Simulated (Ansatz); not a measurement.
YAs:
```
YAs
1.0
    0.00000     2.87391     2.87391
    2.87391     0.00000     2.87391
    2.87391     2.87391     0.00000
Y As
1 1
Direct
  0.50000   0.50000   0.50000
  0.00000   0.00000   0.00000
```

Relaxed with PBEsol. Special points in fractions of this cell's reciprocal vectors: Γ (0.000, 0.000, 0.000); X (0.500, 0.000, 0.500); U (0.625, 0.250, 0.625); K (0.375, 0.375, 0.750); L (0.500, 0.500, 0.500); W (0.500, 0.250, 0.750).

Task: List the band energies nearest the Fermi level at these points for PBEsol with spin–orbit coupling in the plane-wave PAW code Ansatz.

Result: In eV from the Fermi level; about four levels below and three above (degenerate sets whole), none deeper than 8.9 eV; points with the same levels are listed once.

| k | below | above |
|---|---|---|
| Γ | – | 0.36 0.36 0.73 0.73 0.73 0.73 |
| X | -0.51 -0.51 -0.47 -0.47 | 3.35 3.35 4.42 4.42 |
| U | -2.58 -2.58 -1.38 -1.38 | 1.39 1.39 4.12 4.12 |
| L | -2.04 -2.04 -1.93 -1.93 | 3.81 3.81 3.87 3.87 |
| W | -2.35 -2.35 -2.24 -2.24 | 2.85 2.85 2.91 2.91 |

Space group Fm-3m (rock salt). The workflow started from an entry of the Crystallography Open Database (COD). Whether it is the stable phase at ambient conditions was not checked. The PBEsol relaxation kept the symmetry of its start; its stability against distortions is not shown here. The run is not spin-polarised.

Potentials: the later of the program's two PAW sets.
